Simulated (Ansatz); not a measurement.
KF:
```yaml
crystal:
  lattice:
    - [0.00000, 2.65327, 2.65327]
    - [2.65327, 0.00000, 2.65327]
    - [2.65327, 2.65327, 0.00000]
  atoms:
    - { symbol: K, position: [0.00000, 0.00000, 0.00000] }
    - { symbol: F, position: [0.50000, 0.50000, 0.50000] }
```

x, y and z are the axes in which the lattice vectors are written.

Question: Give the high-frequency dielectric tensor and the Born effective charge tensors of the independent atoms from DFPT, the program Ansatz at the PBEsol level (PAW).

Answer: 
ε∞:
```
2.02  0.00  0.00
0.00  2.02  0.00
0.00  0.00  2.02
```
Z* of atom 1 (K), rows: field, columns: displacement, in e:
```
1.14  0.00  0.00
0.00  1.14  0.00
0.00  0.00  1.14
```
Z* of atom 2 (F), rows: field, columns: displacement, in e:
```
-1.14   0.00   0.00
 0.00  -1.14   0.00
 0.00   0.00  -1.14
```

Space group Fm-3m (rock salt). Symmetry was held in the PBEsol relaxation.

Potentials: the later of the program's two PAW sets.
